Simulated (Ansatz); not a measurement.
**CsSnI₃: a ladder of calculations**

Cell of run 1: a Materials Project structure (computed, not necessarily an observed phase), taken as it stands.

```cif
data_structure
_symmetry_space_group_name_H-M 'P 1'
_symmetry_Int_Tables_number 1
_cell_length_a 6.2862
_cell_length_b 6.2862
_cell_length_c 6.2862
_cell_angle_alpha 90.000
_cell_angle_beta 90.000
_cell_angle_gamma 90.000
_cell_volume 248.41
loop_
_atom_site_label
_atom_site_type_symbol
_atom_site_fract_x
_atom_site_fract_y
_atom_site_fract_z
_atom_site_occupancy
Cs1 Cs 0.50000 0.50000 0.50000 1
Sn2 Sn 0.00000 0.00000 0.00000 1
I3 I 0.50000 0.00000 0.00000 1
I4 I 0.00000 0.00000 0.50000 1
I5 I 0.00000 0.50000 0.00000 1
```

Sites (sets of like atoms) are named by element and the number of their first atom in this list.

All runs are DFT with Ansatz 0.2.0 (plane waves and PAW, scalar-relativistic unless spin–orbit coupling is named, Γ-centred meshes, Fermi–Dirac smearing where given) in this cell.

Run 1: PBE, atoms as given; 420 eV, 5×5×5 k-points, smearing 0.02 eV.
Run 2: r2SCAN, atoms as given; 500 eV, 5×5×5 k-points, smearing 0.02 eV.
Run 3: PBE with spin–orbit coupling, atoms as given; 420 eV, 5×5×5 k-points, smearing 0.02 eV.

```csv
run,I V_zz (η)
1,42.8 (0.00)
2,?
3,42.4 (0.00)
```

V_zz in 10²¹ V/m²; 1 of the 3 sets of like atoms are followed.

Question: Estimate the row of run 2.

Answer: I: 41.4 (0.00). It lies nearest to run 3, from whose tensors on these sites it differs by 1.07 at most (largest principal value of the difference, on I). Taken one at a time, the functional (r2SCAN with its higher cutoff) moves the tensors on these sites by up to 1.42 (largest principal value of the change, on I), spin–orbit coupling by 0.35 (I).

This high-symmetry form of CsSnI3 is unstable when cold, to tilts of the octahedra. The symmetry of the cell holds that distortion back, wholly or in part, and it would change the field gradients, the more the larger the distortion. With these PAW files V_zz is typically within 2 to 3 % of all-electron values, but misses above 10 % occur on I.
